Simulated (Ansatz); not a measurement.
Computed with DFT, r2SCAN, plane waves (500 eV) with PAW, scalar-relativistic in Ansatz 0.2.0. (PAW data from PBE, frozen cores regenerated.)

An element in the hcp structure gives this curve. The cell is scaled uniformly from the relaxed one, with fractional coordinates and shape fixed. Energies are extrapolated to zero smearing, pressures are those at the given smearing. Magnetic state: spin not included.

| V (Å³/atom) | E − E₀ (meV/atom) | P (GPa) |
| --- | --- | --- |
| 14.056 | 218.2 | 40.98 |
| 14.695 | 89.5 | 24.49 |
| 15.334 | 20.3 | 10.99 |
| 15.973 | 0.0 | -0.05 |
| 16.612 | 19.5 | -9.08 |
| 17.251 | 71.6 | -16.44 |
| 17.890 | 150.2 | -22.43 |

Question: Which element is it?
A. silver
B. molybdenum
C. palladium
D. titanium

Answer: B. Its fit is V₀ = 15.96 Å³/atom, B₀ = 250 GPa, B₀′ = 4.0.
